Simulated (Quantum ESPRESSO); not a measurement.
Hf2TiO4F4, one run as intended and one with a planted mistake

A calculation, not a measurement. The program is pw.x of Quantum ESPRESSO 7.5 (plane-wave density functional theory). The cell is made up: 11 atoms on a rutile lattice with one site empty, with randomly drawn elements, strain and displacements, not relaxed. PseudoDojo standard norm-conserving files (v0.5 for PBE, v0.4.1 for LDA and PBEsol) set the functional; there is no spin polarisation, spin-orbit coupling or dispersion term, and the masses in the input are unused placeholders.

The hafnium pseudopotential is less sure than the others, with forces about 3 percent (worst 6) and pressure in oxides about 1.5 GPa (worst 2.7) from a second method in checks, which no rerun with the same files tests.

Intended input:

```
&control calculation='scf', pseudo_dir='./dojo.nc.sr.pbe.v0_5.standard.upf', outdir='./o', disk_io='low', tprnfor=.true., tstress=.true. /
&system ibrav=0, nat=11, ntyp=4, nbnd=50, ecutwfc=84.00895049, nosym=.true., tot_charge=0,
 occupations='smearing', smearing='fd', degauss=0.0018374661
/
&electrons conv_thr=7.350e-09, electron_maxstep=60, /
ATOMIC_SPECIES
F 1.0 F.upf
Hf 1.0 Hf.upf
O 1.0 O.upf
Ti 1.0 Ti.upf
CELL_PARAMETERS angstrom
4.744 -0.055 -0.0298
-0.055 4.7434 -0.0399
-0.0388 -0.0519 6.2591
ATOMIC_POSITIONS angstrom
Hf -0.0059 -0.0205 -0.0882
Hf 2.2336 2.3975 1.5878
Ti -0.0339 -0.0134 3.1567
O 1.476 1.5096 0.052
O 3.1681 3.3974 0.0139
F 3.7928 0.8444 1.4659
O 0.8888 3.8634 1.5656
F 1.3301 1.447 3.1365
F 3.2213 3.1776 3.1453
F 3.8184 0.8551 4.7353
O 0.9443 3.7739 4.6652
K_POINTS automatic
5 5 4 1 1 1
```

The log is shortened where brackets say so; the opening notice, blank lines, dates and the lines on written files are dropped, and the path of the files is cut. It prints rydbergs, bohrs and kilobars, and counts compression as positive stress. Where no state is partly filled, the Fermi energy that it prints is only some level between the filled and the empty states on the mesh, and need not lie in the true gap.

Log of the intended run:

```
     Program PWSCF v.7.5
     Parallel version (MPI & OpenMP), running on       4 processor cores
     Number of MPI processes:                 4
     Threads/MPI process:                     1
     [start-up lines left out]
     bravais-lattice index     =            0
     lattice parameter (alat)  =       8.9656  a.u.
     unit-cell volume          =     950.2476 (a.u.)^3
     number of atoms/cell      =           11
     number of atomic types    =            4
     number of electrons       =        88.00
     number of Kohn-Sham states=           50
     kinetic-energy cutoff     =      84.0090  Ry
     charge density cutoff     =     336.0358  Ry
     scf convergence threshold =      7.3E-09
     mixing beta               =       0.7000
     number of iterations used =            8  plain     mixing
     Exchange-correlation= PBE
                           (   1   4   3   4   0   0   0)
     [axes and pseudopotential details left out]
   Cartesian axes
     site n.     atom                  positions (alat units)
         1        Hf     tau(   1) = (  -0.0012436  -0.0043209  -0.0185903  )
         2        Hf     tau(   2) = (   0.4707854   0.5053313   0.3346674  )
         3        Ti     tau(   3) = (  -0.0071452  -0.0028244   0.6653511  )
         4        O      tau(   4) = (   0.3111028   0.3181848   0.0109603  )
         5        O      tau(   5) = (   0.6677539   0.7160845   0.0029298  )
         6        F      tau(   6) = (   0.7994246   0.1779778   0.3089740  )
         7        O      tau(   7) = (   0.1873362   0.8143053   0.3299882  )
         8        F      tau(   8) = (   0.2803508   0.3049904   0.6610935  )
         9        F      tau(   9) = (   0.6789671   0.6697563   0.6629483  )
        10        F      tau(  10) = (   0.8048204   0.1802331   0.9980793  )
        11        O      tau(  11) = (   0.1990341   0.7954410   0.9833041  )
     number of k points=    50  Fermi-Dirac smearing, width (Ry)=  0.0018
                       cart. coord. in units 2pi/alat
        k(    1) = (   0.1017958   0.1020111   0.0962272), wk =   0.0400000
        k(    2) = (   0.1030050   0.1036193   0.2857486), wk =   0.0400000
     [further k points left out]
     Dense  grid:    98845 G-vectors     FFT dimensions: (  54,  54,  72)
     Estimated max dynamical RAM per process >     284.04 MB
     Estimated total dynamical RAM >       1.04 GB
     Initial potential from superposition of free atoms
     starting charge      87.9947, renormalised to      88.0000
     Starting wfcs are   62 randomized atomic wfcs
     total cpu time spent up to now is        5.9 secs
     per-process dynamical memory:   222.4 Mb
     Self-consistent Calculation
     iteration #  1     ecut=    84.01 Ry     beta= 0.70
     Davidson diagonalization with overlap
     ethr =  1.00E-02,  avg # of iterations =  2.0
     total cpu time spent up to now is       15.1 secs
     total energy              =    -672.53394661 Ry
     estimated scf accuracy    <       4.43846467 Ry
     iteration #  2     ecut=    84.01 Ry     beta= 0.70
     Davidson diagonalization with overlap
     ethr =  5.04E-03,  avg # of iterations =  6.1
     total cpu time spent up to now is       30.0 secs
     total energy              =    -667.37610298 Ry
     estimated scf accuracy    <      80.41861156 Ry
     [iterations 3 to 16 left out]
     iteration # 17     ecut=    84.01 Ry     beta= 0.70
     Davidson diagonalization with overlap
     ethr =  2.48E-11,  avg # of iterations =  4.4
     total cpu time spent up to now is      182.6 secs
     total energy              =    -675.02570650 Ry
     estimated scf accuracy    <       0.00000002 Ry
     iteration # 18     ecut=    84.01 Ry     beta= 0.70
     Davidson diagonalization with overlap
     ethr =  1.73E-11,  avg # of iterations =  3.0
     total cpu time spent up to now is      191.7 secs
     End of self-consistent calculation
     [lines on levels left out]
     the Fermi energy is     7.6808 ev
!    total energy              =    -675.02570650 Ry
     estimated scf accuracy    <          6.6E-10 Ry
     smearing contrib. (-TS)   =      -0.00000021 Ry
     internal energy E=F+TS    =    -675.02570629 Ry
     The total energy is F=E-TS. E is the sum of the following terms:
     one-electron contribution =    -262.30888316 Ry
     hartree contribution      =     172.84810518 Ry
     xc contribution           =    -152.22565649 Ry
     ewald contribution        =    -433.33927182 Ry
     convergence has been achieved in  18 iterations
     Forces acting on atoms (cartesian axes, Ry/au):
     atom    1 type  2   force =     0.09643321   -0.08461497   -0.01742745
     atom    2 type  2   force =    -0.00511557    0.02853235   -0.23151605
     atom    3 type  4   force =     0.13775002   -0.13350962    0.10432909
     atom    4 type  3   force =    -0.06068982   -0.05338240    0.05930936
     atom    5 type  3   force =     0.03620801    0.00551838    0.08536265
     atom    6 type  1   force =    -0.02322816    0.04023600    0.09446149
     atom    7 type  3   force =    -0.06957512    0.05361643    0.10612131
     atom    8 type  1   force =    -0.04986367   -0.04948080    0.01957535
     atom    9 type  1   force =     0.07987721    0.06924722    0.03357706
     atom   10 type  1   force =    -0.03120472    0.03370757   -0.11355618
     atom   11 type  3   force =    -0.11059139    0.09012984   -0.14023663
     Total force =     0.490174     Total SCF correction =     0.000065
     Computing stress (Cartesian axis) and pressure
          total   stress  (Ry/bohr**3)                   (kbar)     P=       31.43
   0.00019939  -0.00011562   0.00013639           29.33      -17.01       20.06
  -0.00011562   0.00031125   0.00014955          -17.01       45.79       22.00
   0.00013639   0.00014955   0.00013042           20.06       22.00       19.19
     init_run     :      4.87s CPU      5.16s WALL (       1 calls)
     electrons    :    183.65s CPU    185.79s WALL (       1 calls)
     forces       :      1.95s CPU      2.00s WALL (       1 calls)
     stress       :      6.89s CPU      7.17s WALL (       1 calls)
     [timing details left out]
     PWSCF        :   3m18.18s CPU   3m21.05s WALL
     JOB DONE.
```

A second run has one planted mistake: the files are those of another functional. The input lines that differ, file-writing options aside:

```
- &control calculation='scf', pseudo_dir='./dojo.nc.sr.pbe.v0_5.standard.upf', outdir='./o', disk_io='low', tprnfor=.true., tstress=.true. /
+ &control calculation='scf', pseudo_dir='./dojo.nc.sr.lda.v0_4_1.standard.upf', outdir='./o', disk_io='low', tprnfor=.true., tstress=.true. /
```

Its log:

```
     Program PWSCF v.7.5
     Parallel version (MPI & OpenMP), running on       4 processor cores
     Number of MPI processes:                 4
     Threads/MPI process:                     1
     [start-up lines left out]
     bravais-lattice index     =            0
     lattice parameter (alat)  =       8.9656  a.u.
     unit-cell volume          =     950.2476 (a.u.)^3
     number of atoms/cell      =           11
     number of atomic types    =            4
     number of electrons       =        88.00
     number of Kohn-Sham states=           50
     kinetic-energy cutoff     =      84.0090  Ry
     charge density cutoff     =     336.0358  Ry
     scf convergence threshold =      7.3E-09
     mixing beta               =       0.7000
     number of iterations used =            8  plain     mixing
     Exchange-correlation= SLA  PW   NOGX NOGC
                           (   1   4   0   0   0   0   0)
     [axes and pseudopotential details left out]
   Cartesian axes
     site n.     atom                  positions (alat units)
         1        Hf     tau(   1) = (  -0.0012436  -0.0043209  -0.0185903  )
         2        Hf     tau(   2) = (   0.4707854   0.5053313   0.3346674  )
         3        Ti     tau(   3) = (  -0.0071452  -0.0028244   0.6653511  )
         4        O      tau(   4) = (   0.3111028   0.3181848   0.0109603  )
         5        O      tau(   5) = (   0.6677539   0.7160845   0.0029298  )
         6        F      tau(   6) = (   0.7994246   0.1779778   0.3089740  )
         7        O      tau(   7) = (   0.1873362   0.8143053   0.3299882  )
         8        F      tau(   8) = (   0.2803508   0.3049904   0.6610935  )
         9        F      tau(   9) = (   0.6789671   0.6697563   0.6629483  )
        10        F      tau(  10) = (   0.8048204   0.1802331   0.9980793  )
        11        O      tau(  11) = (   0.1990341   0.7954410   0.9833041  )
     number of k points=    50  Fermi-Dirac smearing, width (Ry)=  0.0018
                       cart. coord. in units 2pi/alat
        k(    1) = (   0.1017958   0.1020111   0.0962272), wk =   0.0400000
        k(    2) = (   0.1030050   0.1036193   0.2857486), wk =   0.0400000
     [further k points left out]
     Dense  grid:    98845 G-vectors     FFT dimensions: (  54,  54,  72)
     Estimated max dynamical RAM per process >     284.04 MB
     Estimated total dynamical RAM >       1.04 GB
     Initial potential from superposition of free atoms
     starting charge      87.9956, renormalised to      88.0000
     Starting wfcs are   62 randomized atomic wfcs
     total cpu time spent up to now is        5.4 secs
     per-process dynamical memory:   222.4 Mb
     Self-consistent Calculation
     iteration #  1     ecut=    84.01 Ry     beta= 0.70
     Davidson diagonalization with overlap
     ethr =  1.00E-02,  avg # of iterations =  2.0
     total cpu time spent up to now is       14.0 secs
     total energy              =    -671.91674802 Ry
     estimated scf accuracy    <       4.24679417 Ry
     iteration #  2     ecut=    84.01 Ry     beta= 0.70
     Davidson diagonalization with overlap
     ethr =  4.83E-03,  avg # of iterations =  6.0
     total cpu time spent up to now is       27.8 secs
     total energy              =    -666.86147413 Ry
     estimated scf accuracy    <      79.97021179 Ry
     [iterations 3 to 17 left out]
     iteration # 18     ecut=    84.01 Ry     beta= 0.70
     Davidson diagonalization with overlap
     ethr =  6.59E-11,  avg # of iterations =  4.9
     total cpu time spent up to now is      176.6 secs
     total energy              =    -674.34835612 Ry
     estimated scf accuracy    <          7.6E-09 Ry
     iteration # 19     ecut=    84.01 Ry     beta= 0.70
     Davidson diagonalization with overlap
     ethr =  8.64E-12,  avg # of iterations =  2.1
     total cpu time spent up to now is      184.8 secs
     End of self-consistent calculation
     [lines on levels left out]
     the Fermi energy is     7.2317 ev
!    total energy              =    -674.34835612 Ry
     estimated scf accuracy    <          2.0E-09 Ry
     smearing contrib. (-TS)   =      -0.00000023 Ry
     internal energy E=F+TS    =    -674.34835590 Ry
     The total energy is F=E-TS. E is the sum of the following terms:
     one-electron contribution =    -262.91205279 Ry
     hartree contribution      =     171.57513700 Ry
     xc contribution           =    -149.67216828 Ry
     ewald contribution        =    -433.33927182 Ry
     convergence has been achieved in  19 iterations
     Forces acting on atoms (cartesian axes, Ry/au):
     atom    1 type  2   force =     0.08721977   -0.07851328   -0.02106659
     atom    2 type  2   force =    -0.00856227    0.03044389   -0.22565545
     atom    3 type  4   force =     0.13835294   -0.13037657    0.10270909
     atom    4 type  3   force =    -0.06155897   -0.05327564    0.07813674
     atom    5 type  3   force =     0.04204650    0.01154849    0.09822940
     atom    6 type  1   force =    -0.01879201    0.03492833    0.08414137
     atom    7 type  3   force =    -0.06704661    0.04922482    0.09895840
     atom    8 type  1   force =    -0.04793457   -0.04631100   -0.00027937
     atom    9 type  1   force =     0.07289891    0.06646962    0.01237212
     atom   10 type  1   force =    -0.01065264    0.01154174   -0.09923717
     atom   11 type  3   force =    -0.12597106    0.10431959   -0.12830853
     Total force =     0.479697     Total SCF correction =     0.000114
     Computing stress (Cartesian axis) and pressure
          total   stress  (Ry/bohr**3)                   (kbar)     P=      -87.77
  -0.00056549  -0.00012411   0.00013641          -83.19      -18.26       20.07
  -0.00012411  -0.00044850   0.00014874          -18.26      -65.98       21.88
   0.00013641   0.00014874  -0.00077600           20.07       21.88     -114.15
     init_run     :      4.80s CPU      5.09s WALL (       1 calls)
     electrons    :    177.87s CPU    179.40s WALL (       1 calls)
     forces       :      1.84s CPU      1.87s WALL (       1 calls)
     stress       :      6.44s CPU      6.71s WALL (       1 calls)
     [timing details left out]
     PWSCF        :   3m11.29s CPU   3m13.49s WALL
     JOB DONE.
```

|  | intended run | run with the mistake |
| --- | --- | --- |
| free energy (eV) | -9184.193 | -9174.977 |
| smearing term -TS (eV) | 0.0000 | 0.0000 |
| pressure (GPa) | 3.14 | -8.78 |
| largest force component (eV/Å) | 5.953 | 5.802 |
| largest change of a force component (eV/Å) |  | 0.570 |
| iterations | 18 | 19 |

For scale, a rerun of the intended cell at a cutoff of 1437 eV and k mesh 7 x 7 x 6 moved values by no more than 0.004 eV in energy, 0.03 GPa in stress and 0.002 eV/Å in force. Files of another functional have another zero of energy, so the energy change says nothing on stability.